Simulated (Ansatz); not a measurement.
Not every guess gives a structure. This one for GaIr₄Ru was tried:

The guess for GaIr₄Ru was made by a generator: random cell by space group and Wyckoff sites (R-3m, No. 166). Lengths were set from tabulated atomic sizes, so they are only a guess.

```
CELL_PARAMETERS angstrom
3.12705 1.80540 4.43647
-3.12705 1.80540 4.43647
0.00000 -3.61080 4.43647
ATOMIC_POSITIONS crystal
Ga 0.50000 0.50000 0.50000
Ru 0.00000 0.00000 0.00000
Ir 0.76124 0.76124 0.76124
Ir 0.23876 0.23876 0.23876
Ir 0.15474 0.15474 0.15474
Ir 0.84526 0.84526 0.84526
```

Level of theory: Ansatz, DFT PBE, scalar-relativistic, plane waves, PAW.

Input of a coarse relaxation:

```yaml
crystal:
  lattice:
    - [3.12704871, 1.80540242, 4.43646742]
    - [-3.12704871, 1.80540242, 4.43646742]
    - [0.0, -3.61080483, 4.43646742]
  atoms:
    - { symbol: Ga, position: [0.5, 0.5, 0.5] }
    - { symbol: Ru, position: [0.0, 0.0, 0.0] }
    - { symbol: Ir, position: [0.76123802, 0.76123802, 0.76123802] }
    - { symbol: Ir, position: [0.23876198, 0.23876198, 0.23876198] }
    - { symbol: Ir, position: [0.15474456, 0.15474456, 0.15474456] }
    - { symbol: Ir, position: [0.84525544, 0.84525544, 0.84525544] }
basis:
  ecutwfc: 420
kpoints:
  mp_grid: { grid: [3, 3, 3] }
hamiltonian:
  xc: pbe
scf:
  occupations: { method: gaussian, width: 0.1 }
  lower_state_search: "off"
output:
  forces: true
  stress: true
  eigenvalues: true
relax:
  adjacent_minimum: "off"
  f_tol: 0.04
  max_steps: 70
  cell: { stress_tol: 0.4 }
```

```bash
ansatz run input.yaml --threads 1 --pin off --max-ram 2560MiB --backend cpu --events-out ev --progress --plain --runs-dir out
```

Last lines of the log:

```
SCF iter  11: F=—  HF=-56996.496688 eV  |F-HF|=—  |Δ(HF+E_count)|=   1.60e-3  Δρ=9.25e-4  dr2=1.50e-3  ethr=1.80e-5  ⟨swp⟩=1.2  Hψ=337  notcnv=0  defer=19
SCF iter  12: F=—  HF=-56996.496434 eV  |F-HF|=—  |Δ(HF+E_count)|=   2.54e-4  Δρ=3.61e-4  dr2=4.17e-4  ethr=1.55e-6  ⟨swp⟩=2.0  Hψ=519  notcnv=0  defer=19
SCF iter  13: F=—  HF=-56996.496390 eV  |F-HF|=—  |Δ(HF+E_count)|=   4.36e-5  Δρ=6.62e-5  dr2=1.18e-5  ethr=4.30e-7  ⟨swp⟩=2.0  Hψ=359  notcnv=0  defer=19
SCF iter  14: F=—  HF=-56996.496416 eV  |F-HF|=—  |Δ(HF+E_count)|=   2.59e-5  Δρ=4.58e-5  dr2=5.57e-6  ethr=1.22e-8  ⟨swp⟩=2.0  Hψ=509  notcnv=0  defer=19
SCF iter  15: F=—  HF=-56996.496416 eV  |F-HF|=—  |Δ(HF+E_count)|=   2.76e-7  Δρ=1.62e-5  dr2=6.22e-7  ethr=5.74e-9  ⟨swp⟩=3.0  Hψ=589  notcnv=0  defer=19
SCF iter  16: F=—  HF=-56996.496416 eV  |F-HF|=—  |Δ(HF+E_count)|=   1.22e-7  Δρ=6.91e-6  dr2=1.05e-7  ethr=6.41e-10  ⟨swp⟩=2.2  Hψ=513  notcnv=0  defer=19
SCF iter  17: F=-56996.496416 eV  HF=-56996.496416 eV  |F-HF|=1.14e-8  |Δ(HF+E_count)|=   2.71e-8  Δρ=2.53e-6  dr2=1.39e-8  ethr=1.03e-10  ⟨swp⟩=17.5  Hψ=2135  notcnv=0
Error: refused after 17 iterations: one_centre_occupation = 2.28e0 (threshold 2.00e0); read on the Ir atom at site 5 (counted from 0), in its partial waves of l = 1. The loop had accepted its state. The figure is how many electrons the atom's PAW partial-wave expansion lays in one spin orbital insid
```

Question: Why is there no result?

Answer: The SCF loop converged, but the program refused the state. The PAW expansion on Ir put 2.28 electrons into one spin orbital, where the Pauli principle allows one. The run has most likely filled a ghost state of the dataset, or the PAW spheres overlap too strongly; at the start of this run the shortest distance is 1.12 Å. No property of the compound can be read from it.

The run took 5.4 s on 1 thread of Intel(R) Xeon(R) 6975P-C (Granite Rapids), with other jobs on the host, peak memory 0.44 GiB.
